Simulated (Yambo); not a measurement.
G0W0@PBEsol for a free-standing Bi2Se3 monolayer (symmetry P-3m1, slab cell 23.1 Å high) in Yambo (6×6×1 mesh, 5 Ry block, plasmon pole, screening fixed), without a terminator:

| bands N in G | gap (0, 0.167) → Γ (eV) | shift of the valence edge (eV) |
|---|---|---|
| 72 | 1.704 | -0.166 |
| 105 | 1.670 | -0.397 |
| 150 | 1.683 | -0.542 |

Extrapolate both columns to infinite N with E(N) = E∞ + A/N, test the form, and compare with the terminator.

From two points, E∞ = (N2 E2 − N1 E1)/(N2 − N1). The two largest N give 1.71 eV for the gap and -0.88 eV for the shift; the two smallest give 1.60 eV and -0.90 eV. For the gap the slopes A are 7.8 and -4.6 eV: the form isn't reached, and its limit is uncertain. For the shift the slopes A are 53 and 51 eV: the 1/N form holds. With the Bruneval-Gonze terminator and 150 bands the run gives 1.71 eV and -0.73 eV, 0.00 eV and 0.15 eV from the extrapolated values: the terminator too is an estimate of the remainder. Block, mesh and the bands in W are held fixed.

The standard potentials for Bi, Se keep a d shell in the valence without the s and p states of that shell. In tests on such compounds this moved G0W0 gaps by up to about 0.9 eV, so absolute quasiparticle energies here are unreliable; differences between settings are what counts.

Spin-orbit coupling is not included.

Geometry relaxed with PBEsol; primitive cell a = 4.1112 Å, b = 4.1112 Å, c = 23.1000 Å, α = 90.00°, β = 90.00°, γ = 120.00°.

This is a model layer cut from the bulk structure; whether it is stable on its own was not checked.

A shift is the quasiparticle energy of the state minus its PBEsol energy.
